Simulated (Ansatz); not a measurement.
**Profile along the Ca–F line in CaF2 (fluorite)**

CaF2 (fluorite)

```cif
data_Ca4F8
_chemical_formula_sum 'Ca4 F8'
_space_group_name_H-M_alt 'Fm-3m'
_space_group_IT_number 225
_space_group_name_Hall '-F 4 2 3'
_cell_length_a 5.51101
_cell_length_b 5.51101
_cell_length_c 5.51101
_cell_angle_alpha 90.000
_cell_angle_beta 90.000
_cell_angle_gamma 90.000
loop_
_atom_site_label
_atom_site_type_symbol
_atom_site_symmetry_multiplicity
_atom_site_Wyckoff_symbol
_atom_site_fract_x
_atom_site_fract_y
_atom_site_fract_z
_atom_site_occupancy
Ca1 Ca 4 a 0.00000 0.00000 0.00000 1
F1 F 8 c 0.25000 0.25000 0.25000 1
```
(The calculation used a cell of 3 atoms; values per cell refer to that cell.)

Fields along a shortest Ca–F line of a {110} plane (2.39 Å), from Ca to F, interpolated on the slice's grid (step about 0.2 Å). Computed with PBE (plane waves to 420 eV, PAW, scalar-relativistic; Ansatz, a quantum-chemistry and plane-wave program). k mesh 10×10×10. These are valence fields of a PAW run, semicore shells included where kept as valence: close to a nucleus they are smooth pseudo fields. CaF2 was relaxed with its symmetry unable to fall. The PAW data are Ansatz's earlier set.

```
distance from Ca (Å)  valence electron density (e/Å³)  electron localisation function
--------------------  -------------------------------  ------------------------------
0.00                                             6.86                               x
0.24                                             6.19                               x
0.48                                             4.06                               x
0.72                                             1.68                            0.83
0.96                                             0.48                            0.37
1.20                                             0.21                            0.05
1.43                                             0.36                            0.39
1.67                                             1.10                            0.78
1.91                                             4.08                               x
2.15                                            10.73                               x
2.39                                            14.16                               x
```

x: too close to a nucleus for the ELF to mean much.

Density on the Ca–F line (2.39 Å) at its midpoint: 0.21 e/Å³. ELF at that point: 0.1. Character of the Ca–F contact (rough rule: ELF there above 0.7 covalent, below 0.2 ionic, polar between): closed-shell (ionic).
